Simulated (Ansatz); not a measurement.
RbHO:
```cif
data_H2O2Rb2
_chemical_formula_sum 'Rb2 H2 O2'
_space_group_name_H-M_alt 'P 1'
_space_group_IT_number 1
_cell_length_a 4.14679
_cell_length_b 4.11889
_cell_length_c 5.95812
_cell_angle_alpha 90.000
_cell_angle_beta 104.423
_cell_angle_gamma 90.000
loop_
_space_group_symop_operation_xyz
  'x, y, z'
loop_
_atom_site_label
_atom_site_type_symbol
_atom_site_fract_x
_atom_site_fract_y
_atom_site_fract_z
_atom_site_occupancy
Rb1 Rb 0.17431 0.25000 0.28988 1
Rb2 Rb 0.82569 0.75000 0.71012 1
H1 H 0.47485 0.25000 0.92194 1
H2 H 0.52515 0.75000 0.07806 1
O1 O 0.32552 0.25000 0.76724 1
O2 O 0.67448 0.75000 0.23276 1
```

Relaxed with PBEsol. Plane-wave PAW PBEsol (Ansatz code) gives a gap of 3.20 eV.

What gap does HSE06 give on the same cell (Ansatz, PAW)?

4.98 eV, 1.77 eV more. The hybrid was solved on a coarser mesh and at special points; the gap given is the minimum over both.

| k | v1 PBEsol | c1 PBEsol | v1 HSE06 | c1 HSE06 |
|---|---|---|---|---|
| Γ | -0.07 | 3.20 | -0.07 | 4.98 |
| Z | -0.54 | 5.81 | -0.56 | 7.64 |
| B | 0.00 | 4.79 | [?] | [?] |
| Y2 | -0.36 | 5.61 | [?] | [?] |
| C2 | -0.23 | 5.33 | -0.22 | 7.08 |
| D | -0.59 | 6.15 | [?] | [?] |
| A | -0.39 | 5.77 | [?] | [?] |
| E | -0.29 | 6.31 | -0.29 | 8.14 |

Top valence (v1) and lowest conduction level (c1) in eV from each method's valence maximum (which need not be a listed point): supply the withheld HSE06 values.


- B, v1 HSE06: 0.00
- B, c1 HSE06: 6.66
- A, v1 HSE06: -0.40
- A, c1 HSE06: 7.70
- Y2, v1 HSE06: -0.37
- Y2, c1 HSE06: 7.56
- D, v1 HSE06: -0.61
- D, c1 HSE06: 7.95

Cost on shared cores: the PBEsol run (SCF on a 7×7×5 mesh, then bands and DOS) about 60 core-seconds (a rough figure), the HSE06 run (SCF on 4×4×3, then a few points) very roughly 100 core-seconds; the tasks are unlike.

Space group P2_1/m. The first step of the workflow began from a Materials Project structure, measured or hypothetical; the Crystallography Open Database copy checked does not list it. Its standing as an ambient phase is unchecked. Symmetry was held in the PBEsol relaxation; whether a distortion lowers the energy is not shown. Spin–orbit coupling is left out wherever it is not named.

Potentials: the later of the program's two PAW sets.
